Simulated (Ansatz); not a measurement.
KRb₂RhF₆ in space group Fm-3m (No. 225; K on 4b, Rb on 8c, Rh on 4a, F on 24e), plane-wave PAW r²SCAN (Ansatz code). The conduction-band minimum lies at X, with 3 equivalent valleys. Second derivatives d²E/dk² of the lowest band at one valley (eV·Å²), along Cartesian directions:

```
direction  d²E/dk²
---------  -------
[100]        5.608
[010]        2.238
[001]        2.238
[110]        3.926
[101]        3.926
[011]        2.244
```

Task: Find the principal effective masses, the density-of-states mass and the conductivity mass.

Result: Off-diagonal terms follow from H_xy = H[110] − (H_xx + H_yy)/2, and m*/mₑ = 7.620 eV·Å² over each eigenvalue: 1.4, 3.4, 3.4. One valley's DOS mass (m₁m₂m₃)^(1/3) = 2.5, conductivity mass 3/(Σ 1/mᵢ) = 2.3 mₑ.

Task: What effective density of states Nc follows at 300 K for parabolic valleys?

Result: Nc = 2.509e19 × 3 × (2.5)^(3/2) ≈ 3.0e20 cm⁻³.

The workflow started from a Materials Project entry (that database holds measured and hypothetical structures alike); the Crystallography Open Database files this formula in space group No. 225, but the cells were not matched. Its standing as an ambient phase is unchecked. The cell was relaxed with r²SCAN under the symmetry of its start; whether a distortion lowers the energy is not shown. No spin polarisation was allowed. Scalar-relativistic: spin–orbit coupling is off unless named, which matters more the heavier the elements.

Potentials: the later of the program's two PAW sets.

Edges and masses are those of Kohn–Sham bands, whose gap is no quasiparticle gap.
